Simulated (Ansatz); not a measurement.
ZrTa:
```xyz
2
Lattice="3.4350 0.0000 0.0000 0.0000 3.4350 0.0000 0.0000 0.0000 3.4350" Properties=species:S:1:pos:R:3 pbc="T T T"
Ta     0.0000     0.0000     0.0000
Zr     1.7175     1.7175     1.7175
```

Relaxed with r²SCAN. Special points in fractions of this cell's reciprocal vectors: Γ (0.000, 0.000, 0.000); X (0.000, 0.500, 0.000); M (0.500, 0.500, 0.000); R (0.500, 0.500, 0.500).

Task: List the band energies nearest the Fermi level at these points for plane-wave PAW r²SCAN (Ansatz code).

Result: In eV from the Fermi level; about four levels below and three above (degenerate sets whole), none deeper than 8.9 eV; points with the same levels are listed once.

```json
[
 {"k": "Γ", "below": "-6.94 -3.31 -3.31", "above": "1.06 1.06 1.06"},
 {"k": "X", "below": "-3.50 -2.71 -0.96 -0.16", "above": "1.18 1.18 1.84 1.84"},
 {"k": "M", "below": "-4.08 -3.34 -1.08 -1.08", "above": "1.59 1.59 3.67"},
 {"k": "R", "below": "-0.96 -0.96 -0.96 -0.87 -0.87 -0.87", "above": "4.55 4.55 5.69 5.69"}
]
```

Space group Pm-3m (CsCl type). The start of the workflow was typed in or built on a structure type; neither database checked (COD, Materials Project) lists it. Its standing as an ambient phase is unchecked. The r²SCAN relaxation kept the symmetry of its start; its stability against distortions is not shown here. The run is not spin-polarised. Its formation energy is positive at this level, so the cell may be metastable or incomplete. Scalar-relativistic: spin–orbit coupling is off unless named, which matters more the heavier the elements.

Potentials: the earlier of the program's two PAW sets.
